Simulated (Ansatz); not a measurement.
Cr₃Ga: which magnetic order is lowest?

```
CELL_PARAMETERS angstrom
4.65200 0.00000 0.00000
0.00000 4.65200 0.00000
0.00000 0.00000 4.65200
ATOMIC_POSITIONS crystal
Cr 0.25000 0.00000 0.50000
Cr 0.50000 0.75000 0.00000
Cr 0.75000 0.00000 0.50000
Cr 0.50000 0.25000 0.00000
Cr 0.00000 0.50000 0.75000
Cr 0.00000 0.50000 0.25000
Ga 0.00000 0.00000 0.00000
Ga 0.50000 0.50000 0.50000
```

All energies were calculated with Ansatz 0.2.0 (r2SCAN; 500 eV; 7×7×7 Γ-centred mesh; fermi-dirac occupations of width 0.050 eV). The atoms are fixed and numbered as listed; spin is collinear, without spin-orbit coupling.

The cycle has several fixed points for this cell. Moments (μB):

```
state   Cr1   Cr2    Cr3    Cr4    Cr5    Cr6  other atoms together  size of the net moment a cell
    A  2.17  2.17  -2.17  -2.17   2.17  -2.17                  0.00                           0.00
    B  0.00  0.00   0.00   0.00   0.00   0.00                  0.00                           0.00
    C  0.37  1.97   0.37  -1.97  -0.37  -0.37                  0.00                           0.00
    D  0.00  2.08   0.00  -2.08   2.08  -2.08                  0.00                           0.00
```

Site moments are taken in small spheres that don't touch (radius about 0.4 of the atom's shortest bond), so those of the magnetic atoms read low, and they needn't add up to the net moment. State B was run without spin polarisation.

**Question.** Rank the states by energy at zero smearing.

**Answer.** State A (antiparallel, compensated) is lowest; D (antiparallel, compensated) lies 48 meV above it, C (antiparallel, compensated) lies 91 meV above it, B (without moments) lies 126 meV above it, all counted an atom of the cell.

**Question.** Which states have a gap on the mesh, and what pressure does each exert on this cell?

**Answer.** A: no gap, 7.0 GPa; B: no gap, -12.9 GPa; C: no gap, -6.8 GPa; D: no gap, -0.6 GPa (positive in compression). Moments take up room: without them the pressure is lower, so that state wants a smaller cell.

**Question.** What does magnetism gain here?

**Answer.** 126 meV an atom of the cell, or 168 meV for each Cr atom, against state B, which has none. In a metal like this the level decides whether moments form at all, so this is no ordering energy.

Of 3 runs begun from atoms with typed moments, each in a different pattern, 1 ended in state A: one start isn't enough to call a state the ground state.

The cell is that of a Crystallography Open Database entry, unchanged.

Caveats: only orders that fit this cell and collinear spins were tried, so the true order may need a larger cell or canted moments; atoms and cell are not relaxed, and each state would relax in its own way; r2SCAN overestimates the moments and magnetic energies of itinerant metals, and can make a paramagnetic metal magnetic; the k mesh is coarse, so differences of a few meV are uncertain where a state is a metal; at this level the entry's cell stands at +7 GPa (positive in compression); one start a pattern, so a lower state of the same pattern may exist.
